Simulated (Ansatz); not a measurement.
SiGe (P-6m2), relaxed with PBE (Ansatz, a quantum-chemistry and plane-wave program, plane waves, PAW): a = 3.5954 Å, b = 3.5954 Å, c = 3.2803 Å, α = 90.00°, β = 90.00°, γ = 120.00°.

| Property | Result |
|---|---|
| ΔH_f (eV/atom) | 0.42 |
| B₀ by P(V) fit (GPa) | 66.2 |

**Question.** The same phase is relaxed and computed with r²SCAN in the same code. What are the cell and these values now?

**Answer.** a = 3.615 Å, b = 3.615 Å, c = 3.194 Å, α = 90.00°, β = 90.00°, γ = 120.00°.

* **ΔH_f (eV/atom)**: 0.56
* **B₀ by P(V) fit (GPa)**: 75.3

Constructed cells (a structure type filled with these elements, in neither database checked): SiGe, P-6m2 (Ge on 1a, Si on 1f). All cells were relaxed under the symmetry of their starts (and spin orders); stability against distortions was not tested throughout. Scalar-relativistic: spin–orbit coupling is off unless named, which matters more the heavier the elements.

Potentials: the later of the program's two PAW sets.

Ansatz is a plane-wave DFT program.

Formation energies count from the lowest solids of the elements computed at the same level, not from gases.
